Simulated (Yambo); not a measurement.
Yambo input for a free-standing CdClOH monolayer (symmetry P3m1, slab cell 16.5 Å high) (a = 3.646 Å, b = 3.646 Å, c = 16.500 Å, α = 90.00°, β = 90.00°, γ = 120.00°), on PBEsol (Quantum ESPRESSO, PseudoDojo norm-conserving, 102 Ry, with spin-orbit coupling) wavefunctions on a 18×18×1 mesh:

```
rim_cut
optics
chi
dipoles
kernel
RandQpts= 1000000
RandGvec= 2 Ry
CUTGeo= "slab z"
FFTGvecs= 30 Ry
Chimod= "HARTREE"
NGsBlkXd= 2 Ry
% QpntsRXd
 1 | 1 |
%
% BndsRnXd
 9 | 108 |
%
GrFnTpXd= "R"
% EnRngeXd
 0.0 | 20.0 | eV
%
% DmRngeXd
 0.2 | 0.2 | eV
%
CGrdSpXd= 50
ETStpsXd= 161
% LongDrXd
 1.0 | 0.0 | 0.0 |
%
```

First lines of the file o-*.alpha_q1_inv_rpa_dyson:

```
Polarizability  ( -<<X>> ) @ Q(1):   1.00000000     0.00000000     0.00000000    [q->0 direction]
#
# Polarizability units: length
#
# [ X ] Hartree size     :   81
# [GEN] GF Energies     : Perdew, Burke & Ernzerhof SOL(X)+Perdew, Burke & Ernzerhof SOL(C)
# [GEN] Green`s Function     : Retarded
#
# [GEN] Gauge     : Length
# [GEN] [r,Vnl] included     : yes
#
#    E[1] [eV]     Im(alpha)     Re(alpha)     Im(alpha_o)     Re(alpha_o)
#
     0.000000     -0.32633E-11     2.065190     -0.56923E-18     2.310889
     0.125000     0.002373     2.065925     0.002568     2.311686
     0.250000     0.004765     2.068139     0.005156     2.314082
     0.375000     0.007197     2.071848     0.007785     2.318096
     0.500000     0.009689     2.077082     0.010476     2.323759
     0.625000     0.012265     2.083887     0.013253     2.331116
     0.750000     0.014950     2.092318     0.016142     2.340227
     0.875000     0.017773     2.102453     0.019174     2.351170
     1.000000     0.020770     2.114384     0.022384     2.364040
     1.125000     0.023982     2.128228     0.025814     2.378958
     1.250000     0.027461     2.144129     0.029517     2.396070
     1.375000     0.031271     2.162264     0.033558     2.415558
     1.500000     0.035497     2.182853     0.038022     2.437646
     1.625000     0.040253     2.206168     0.043024     2.462612
     1.750000     0.045697     2.232557     0.048721     2.490807
     1.875000     0.052062     2.262460     0.055347     2.522678
     2.000000     0.059710     2.296452     0.063260     2.558806
     2.125000     0.069254     2.335277     0.073069     2.599939
     2.250000     0.081834     2.379839     0.085897     2.646990
     2.375000     0.099689     2.430780     0.103953     2.700627
     2.500000     0.126034     2.486438     0.130430     2.759270
     2.625000     0.159892     2.543100     0.164439     2.819283
     2.750000     0.200486     2.601985     0.205229     2.881852
     2.875000     0.245026     2.661539     0.250069     2.945494
     3.000000     0.294542     2.732024     0.299981     3.020377
     3.125000     0.358044     2.810751     0.363947     3.104071
     3.250000     0.432423     2.910714     0.439352     3.209489
     3.375000     0.572060     3.048140     0.580414     3.352331
     3.500000     0.831207     3.130665     0.841007     3.440398
     3.625000     1.119157     3.055347     1.130552     3.370656
     3.750000     1.280970     2.870535     1.293348     3.191791
```
(The file goes on to the top of the energy range; α is in bohr.) Convergence of the RPA response with its 18×18×1 mesh was not tested.

Geometry relaxed with PBEsol.

This is a model layer cut from the bulk structure; whether it is stable on its own was not checked.
